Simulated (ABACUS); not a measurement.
Energy against volume for CsSnI3 (Pm-3m, 5 atoms in the cell; from Materials Project mp-614013): the cell is scaled uniformly, and the atoms keep their fractional positions.

```xyz
5
Lattice="6.2862 0.0000 0.0000 0.0000 6.2862 0.0000 0.0000 0.0000 6.2862" Properties=species:S:1:pos:R:3 pbc="T T T"
Cs     3.1431     3.1431     3.1431
Sn     0.0000     0.0000     0.0000
I      3.1431     0.0000     0.0000
I      0.0000     3.1431     0.0000
I      0.0000     0.0000     3.1431
```

Level of theory: PBEsol, PseudoDojo 0.4 standard norm-conserving PBEsol (tails mended) pseudopotentials (plane waves; ABACUS 3.10.1).

Held fixed: KPT = Gamma 4 4 4 0 0 0; basis_type = pw; dft_functional = PBESOL; ecutwfc = 72 Ry; smearing_method = gaussian; smearing_sigma = 0.00367493 Ry; potentials = PseudoDojo 0.4 standard norm-conserving PBEsol (tails mended); symmetry = 1; ks_solver = dav_subspace; scf_nmax = 100; scf_thr = 1.0e-09 Ry; mixing_type = broyden; mixing_beta = 0.4.

Spin-orbit coupling is left out, which matters for bands and gaps with elements this heavy. The structure comes from a collection of computed structures, made at another level of theory; the collection holds predicted forms beside known ones.

```tsv
V (Å³/atom)	V/V(base)	ΔF (meV/atom, from the lowest row)	pressure (GPa)
46.701	0.940	0.0	-0.03
47.695	0.960	1.3	-0.39
48.689	0.980	4.7	-0.71
49.185	0.990	7.1	-0.85
49.682	1.000	9.9	-0.99
50.179	1.010	13.2	-1.12
50.676	1.020	16.8	-1.24
51.669	1.040	25.2	-1.47
52.663	1.060	34.9	-1.66
```

The minimum lies outside the scanned range, at smaller volume.

“Tails mended”: in these copies of the files the far tail of each local potential was reset to the Coulomb form.
